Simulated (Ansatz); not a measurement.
## Cost of a DFT run on Al2O3

```yaml
crystal:
  lattice:
    - [2.4025136104, 1.3870918797, 4.3720844159]
    - [-2.4025136104, 1.3870918797, 4.3720844159]
    - [0.0, -2.7741837594, 4.3720844159]
  atoms:
    - { symbol: Al, position: [0.647904, 0.647904, 0.647904] }
    - { symbol: Al, position: [0.852096, 0.852096, 0.852096] }
    - { symbol: Al, position: [0.147904, 0.147904, 0.147904] }
    - { symbol: Al, position: [0.352096, 0.352096, 0.352096] }
    - { symbol: O, position: [0.4438545, 0.0561455, 0.75] }
    - { symbol: O, position: [0.9438545, 0.25, 0.5561455] }
    - { symbol: O, position: [0.0561455, 0.75, 0.4438545] }
    - { symbol: O, position: [0.75, 0.4438545, 0.0561455] }
    - { symbol: O, position: [0.25, 0.5561455, 0.9438545] }
    - { symbol: O, position: [0.5561455, 0.9438545, 0.25] }
kpoints:
  mp_grid: { grid: [5, 5, 5] }
scf:
  occupations: { method: fermi_dirac, width: 0.02 }
hamiltonian:
  xc: pbe
  pseudopotentials: { kind: paw, frozen_core: stored }
output:
  forces: true
  stress: true
  populations: true
  efg: { quadrupole_moments_barn: { Al: 0.1466, O: -0.02558 } }
```

```sh
ansatz run input.yaml --threads 1 --pin off --max-ram 3072MiB --backend cpu --events-out ev --progress --plain --runs-dir out
```

It runs on 1 thread of Intel Xeon Platinum 8375C CPU @ 2.90GHz (Ice Lake) (x86_64; 16 cores open to the job, memory cap 3.0 GiB, no GPU), a shared host with a load of 0.6 a core.

(1) Estimate the wall time and the peak memory.

Answers

(1) About 3.3 s of wall time (3.3 s of CPU time) and 0.42 GiB. The run holds 48 valence electrons in 34 bands, about 1707 plane waves a k-point and 19 irreducible k-points, and took 6 SCF iterations. Times on a shared host vary by tens of per cent.
